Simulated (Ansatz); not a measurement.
The calculation used DFT PBE, scalar-relativistic, plane waves, PAW in Ansatz 0.2.0. Settings: cutoff 420 eV, Γ-centred meshes spaced at most about 0.3 Å⁻¹, and about 0.25 Å⁻¹ or finer for metals (2π included), Gaussian smearing. No spin polarisation in the final relaxations.

Each of these unrelaxed guesses is relaxed in cell and atoms within its symmetry. A guess keeps its type if space group and coordination stay and the shape of the cell changes little (axis ratios within about 15 %, angles within 6°); the volume may change.

1. Sc2GaN2

Space group P4/mmm (No. 123). a = 3.540 Å, b = 3.540 Å, c = 4.109 Å, α = 90.00°, β = 90.00°, γ = 90.00°
| atom | site | symmetry | x | y | z |
| --- | --- | --- | --- | --- | --- |
| Sc | 1d | 4/mmm | 0.5000 | 0.5000 | 0.5000 |
| Sc | 1c | 4/mmm | 0.5000 | 0.5000 | 0.0000 |
| Ga | 1a | 4/mmm | 0.0000 | 0.0000 | 0.0000 |
| N | 2h | 4mm | 0.5000 | 0.5000 | 0.2055 |

2. TaHg2

Space group P-3m1 (No. 164). a = 3.433 Å, b = 3.433 Å, c = 7.359 Å, α = 90.00°, β = 90.00°, γ = 120.00°
| atom | site | symmetry | x | y | z |
| --- | --- | --- | --- | --- | --- |
| Ta | 1a | -3m. | 0.0000 | 0.0000 | 0.0000 |
| Hg | 2d | 3m. | 0.3333 | 0.6667 | 0.3303 |

3. Sc2AlAs3

Space group P-6m2 (No. 187). a = 4.073 Å, b = 4.073 Å, c = 9.612 Å, α = 90.00°, β = 90.00°, γ = 120.00°
| atom | site | symmetry | x | y | z |
| --- | --- | --- | --- | --- | --- |
| Sc | 2h | 3m. | 0.3333 | 0.6667 | 0.2042 |
| Al | 1a | -6m2 | 0.0000 | 0.0000 | 0.0000 |
| As | 3k | mm2 | 0.8304 | 0.1696 | 0.5000 |

4. Ta5O

Space group F-43m (No. 216). a = 7.020 Å, b = 7.020 Å, c = 7.020 Å, α = 90.00°, β = 90.00°, γ = 90.00°
| atom | site | symmetry | x | y | z |
| --- | --- | --- | --- | --- | --- |
| Ta | 4c | -43m | 0.2500 | 0.2500 | 0.2500 |
| Ta | 16e | .3m | 0.6250 | 0.1250 | 0.1250 |
| O | 4a | -43m | 0.0000 | 0.0000 | 0.0000 |

Problem. Which keep their type?

Solution. Guesses 2 and 4 keep their type.

```csv
guess,kept,start group,end group,V start (Å³/atom),V end,"b/a and c/a, end over start",nearest neighbours start,nearest neighbours end
1,no,P4/mmm,P4/mmm,10.3,26.9,"1.00, 1.61","Ga 12, N 1, Sc 2","Ga 4, N 2, Sc 2"
2,yes,P-3m1,P-3m1,25.0,20.4,"1.00, 1.13","Hg 12, Ta 12","Hg 12, Ta 12"
3,no,P-6m2,P-6m2,23.0,23.4,"1.00, 0.47","Al 6, As 4, Sc 9","Al 12, As 8, Sc 8"
4,yes,F-43m,F-43m,14.4,18.8,"1.00, 1.00","O 16, Ta 6/16","O 16, Ta 6/16"
```

Neighbours count within 15 % of an atom's shortest distance; end groups are read at 0.02 Å (0.05 Å in metals).

Spin–orbit coupling, which can matter for Hg and Ta, is left out. Cells relaxed within their symmetry can be saddle points.

In counts of neighbours, a slash parts the counts of unlike sites.
